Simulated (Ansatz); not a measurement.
AlP (zinc blende, space group No. 216) at seven volumes, DFT-LDA in the program Ansatz with PAW potentials, scaled uniformly. One row is withheld.

```tsv
V (Å³/atom)	P (GPa)
18.249	?
18.851	6.33
19.453	2.93
20.054	0.01
20.656	-2.50
21.257	-4.64
21.859	-6.48
```

Question: Fit the shown pressures and predict the withheld one.

Answer: P = (3/2)B₀(x^(7/2) − x^(5/2))[1 + (3/4)(B′ − 4)(x − 1)] with x = (V₀/V)^(2/3). Least squares on the six rows gives V₀ = 20.056 Å³/atom, B₀ = 89.9 GPa, B′ = 4.13. At V = 18.249, x = 1.0650 and P = 10.32 GPa. The run itself gave 10.30 GPa.

Space group F-43m (zinc blende). The LDA relaxation kept the symmetry of its start; phonons on a q-mesh show no instability.

Potentials: the later of the program's two PAW sets.
